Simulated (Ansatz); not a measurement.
CaZnC$_{2}$O$_{6}$:
```cif
data_C6Ca3O18Zn3
_chemical_formula_sum 'Ca3 Zn3 C6 O18'
_space_group_name_H-M_alt 'R-3 :H'
_space_group_IT_number 148
_space_group_name_Hall '-R 3'
_cell_length_a 4.81190
_cell_length_b 4.81190
_cell_length_c 16.01596
_cell_angle_alpha 90.000
_cell_angle_beta 90.000
_cell_angle_gamma 120.000
loop_
_atom_site_label
_atom_site_type_symbol
_atom_site_symmetry_multiplicity
_atom_site_Wyckoff_symbol
_atom_site_fract_x
_atom_site_fract_y
_atom_site_fract_z
_atom_site_occupancy
Ca1 Ca 3 a 0.00000 0.00000 0.00000 1
Zn1 Zn 3 b 0.00000 0.00000 0.50000 1
C1 C 6 c 0.00000 0.00000 0.24233 1
O1 O 18 f 0.02780 0.28000 0.24374 1
```
(The calculation used a cell of 10 atoms; values per cell refer to that cell.)

Relaxed with r²SCAN. Plane-wave PAW r²SCAN (Ansatz code) gives a gap of 4.80 eV.

Question: What gap does HSE06 give on the same cell (Ansatz, PAW)?

Answer: 6.18 eV, 1.38 eV more. The hybrid was solved on a coarser mesh and at special points; its gap is the smallest among all of these.

| k | v1 r²SCAN | c1 r²SCAN | v1 HSE06 | c1 HSE06 |
|---|---|---|---|---|
| Γ | -0.88 | 5.18 | ? | ? |
| T | -0.92 | 4.80 | -0.96 | 6.18 |
| L | 0.00 | 5.87 | ? | ? |
| F | -0.17 | 5.86 | ? | ? |
| S0 | -0.15 | 6.16 | -0.15 | 7.64 |
| H0 | -0.10 | 6.11 | ? | ? |

Question: Top valence (v1) and lowest conduction level (c1) in eV from each method's valence maximum (which need not be a listed point): supply the withheld HSE06 values.

Answer: 
- L, v1 HSE06: 0.00
- L, c1 HSE06: 7.32
- H0, v1 HSE06: -0.10
- H0, c1 HSE06: 7.58
- Γ, v1 HSE06: -0.85
- Γ, c1 HSE06: 6.58
- F, v1 HSE06: -0.18
- F, c1 HSE06: 7.33

Cost on shared cores: the r²SCAN run (SCF on a 7×7×7 mesh, then bands and DOS) roughly 3 core-minutes, the HSE06 run (SCF on 4×4×4, then a few points) around 9 core-minutes (rough); the tasks are unlike.

The workflow started from a Materials Project entry (that database holds measured and hypothetical structures alike); the Crystallography Open Database copy checked does not list it. Its standing as an ambient phase is unchecked. The r²SCAN relaxation kept the symmetry of its start; whether a distortion lowers the energy is not shown.

Potentials: the later of the program's two PAW sets.
